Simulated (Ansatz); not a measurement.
NbRu:
```
CELL_PARAMETERS angstrom
      0.00000     2.58215     2.58215
      2.58215     0.00000     2.58215
      2.58215     2.58215     0.00000
ATOMIC_POSITIONS crystal
  Ru 0.00000 0.00000 0.00000
  Nb 0.50000 0.50000 0.50000
```

Relaxed with r²SCAN. Special points in fractions of this cell's reciprocal vectors: Γ (0.000, 0.000, 0.000); X (0.500, 0.000, 0.500); U (0.625, 0.250, 0.625); K (0.375, 0.375, 0.750); L (0.500, 0.500, 0.500); W (0.500, 0.250, 0.750).

Task: List the band energies nearest the Fermi level at these points for r²SCAN (plane waves, PAW; program Ansatz).

Result: In eV from the Fermi level; about four levels below and three above (degenerate sets whole), none deeper than 8.9 eV; points with the same levels are listed once.

```tsv
k	below	above
Γ	-4.71 -4.71 -4.11 -4.11 -4.11	3.65 3.65 3.65
X	-3.85 -2.77 -0.66 -0.66	0.04 2.27 2.27
U	-3.00 -2.69 -2.53 -1.12	0.99 2.13 2.16
L	-1.03 -1.03 -0.76 -0.76	1.41 1.55 1.55
W	-3.40 -3.32 -1.09 -0.64	0.10 2.00 2.00
```

Space group Fm-3m (rock salt). The start of the workflow was typed in or built on a structure type; neither database checked (COD, Materials Project) lists it. COD files the formula under space group No. 123, 221, so this cell is another polymorph or a model. Its standing as an ambient phase is unchecked. The cell was relaxed with r²SCAN under the symmetry of its start. At this level the phase is mechanically unstable. The run is not spin-polarised. Its formation energy is positive at this level, so the cell may be metastable or incomplete. Spin–orbit coupling is left out wherever it is not named.

Potentials: the earlier of the program's two PAW sets.
